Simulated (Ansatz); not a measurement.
KTe4: start and end of a relaxation

Recipe of this trial structure of KTe4: ordered superstructure of bcc (R-3m, No. 166) (sublattice all; occupants of the shared sites, in ratio, Te: 4, K: 1). Its size is a rough estimate.

start.cif

```cif
data_structure
_symmetry_space_group_name_H-M 'R-3m:H'
_symmetry_Int_Tables_number 166
_cell_length_a 6.0738
_cell_length_b 6.0738
_cell_length_c 18.5972
_cell_angle_alpha 90.000
_cell_angle_beta 90.000
_cell_angle_gamma 120.000
_cell_volume 594.16
loop_
_atom_site_label
_atom_site_type_symbol
_atom_site_symmetry_multiplicity
_atom_site_Wyckoff_symbol
_atom_site_fract_x
_atom_site_fract_y
_atom_site_fract_z
_atom_site_occupancy
K1 K 3 b 0.66667 0.33333 0.83333 1
Te1 Te 6 c 0.33333 0.66667 0.96667 1
Te2 Te 6 c 0.33333 0.66667 0.76667 1
```

These are results of DFT PBE, scalar-relativistic, plane waves, PAW (Ansatz 0.2.0), not measurements. Cutoff 420 eV, Gaussian smearing, Γ-centred meshes. Cell and atoms relax first on a coarse mesh and then on a finer one. In between, the cell is made exact in the group found at 0.06 Å. In metals the finer mesh still leaves noise of several meV/atom or more. The steps can't lower the symmetry of their start. No spin polarisation.

end.cif

```cif
data_structure
_symmetry_space_group_name_H-M 'R-3m:H'
_symmetry_Int_Tables_number 166
_cell_length_a 5.6802
_cell_length_b 5.6802
_cell_length_c 17.6149
_cell_angle_alpha 90.000
_cell_angle_beta 90.000
_cell_angle_gamma 120.000
_cell_volume 492.20
loop_
_atom_site_label
_atom_site_type_symbol
_atom_site_symmetry_multiplicity
_atom_site_Wyckoff_symbol
_atom_site_fract_x
_atom_site_fract_y
_atom_site_fract_z
_atom_site_occupancy
K1 K 3 b 0.66667 0.33333 0.83333 1
Te1 Te 6 c 0.33333 0.66667 0.94326 1
Te2 Te 6 c 0.33333 0.66667 0.74789 1
```

The symmetry stays R-3m (No. 166). The volume per atom shrinks by 17.2 %, from 39.6 to 32.8 Å³. The shortest distance goes from 3.72 Å (K–Te and Te–Te) to 2.86 Å (Te–Te). The energy falls by about 0.31 eV/atom (the start's value is from the coarse mesh).

```
Volume per atom                             : 32.81 Å³
Density                                     : 5.56 g/cm³
Formation energy                            : −0.13 eV/atom
Gap on the 12×12×12 mesh of the 5-atom cell : 0 eV (a metal)
```

Formation energies are uncorrected and refer to the elements' standard structures at the same level. Whether it is stable depends on the other phases of the system, which aren't compared here.

The last run used Gaussian smearing of 0.10 eV. Spin–orbit coupling, which can matter for Te, is left out. An odd number of electrons in the primitive cell allows no gap without spin; a larger cell or a magnetic state could open one. The cell is a metal run without spin; a magnetic state may lie lower. The reference form of Te is held partly by dispersion forces, which this level lacks. A structure relaxed within its symmetry needn't be a true minimum. In all, the 4 runs took 7.7 min on 1 thread of Arm Neoverse V2, with other jobs on the host.
